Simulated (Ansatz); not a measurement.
Compressing Ti$_{3}$O$_{4}$: a fit and a missing row

Ti$_{3}$O$_{4}$, Cmmm, a = 5.826 Å, b = 8.061 Å, c = 2.969 Å. The structure is a Materials Project entry; whether it is the stable form wasn't checked. Ansatz: PBEsol, PAW, 420 eV, Γ-centred 8×8×12 mesh on 7 atoms, Gaussian smearing 0.10 eV; no spin polarisation. Shape and atoms are relaxed at each volume; pressure is positive in compression.

| V (Å³/atom) | P (GPa) |
| --- | --- |
| 8.764 | ? |
| 9.062 | 22.88 |
| 9.361 | 13.95 |
| 9.660 | 6.39 |
| 9.959 | -0.01 |
| 10.257 | -5.41 |
| 10.556 | -9.98 |
| 10.955 | -14.98 |

Task: Take V0 = 9.959 Å³/atom, count pressures from its P0 = -0.01 GPa, fit the third-order Birch–Murnaghan form to the other rows, and predict the missing pressure.

Result: With the Eulerian strain f = ½[(V0/V)^(2/3) − 1] and y = (P − P0)/[3f(1 + 2f)^(5/2)], the form is the line y = B0 + 1.5 B0 (B0′ − 4) f. Rows (f, y): 0.03247, 200.8; 0.02107, 199.2; 0.01026, 197.6; -0.00973, 194.3; -0.01903, 192.4; -0.03078, 190.0. Means f = 0.0007100, y = 195.72; Σ(Δf)² = 0.003005, ΣΔfΔy = 0.5106; the slope is their ratio. y = 195.6 + 169.9 f GPa, so B0 = 195.6 GPa and B0′ = 4 + 2 × (169.9)/(3 × 195.6) = 4.58. At V = 8.764, f = 0.04448, y = 203.16 and P = 33.54 GPa. The run gave 33.42 GPa, so the fit is 0.12 GPa too high, a small miss on the scale of the series.

Spin polarisation was left out, and a magnetic state may lie lower.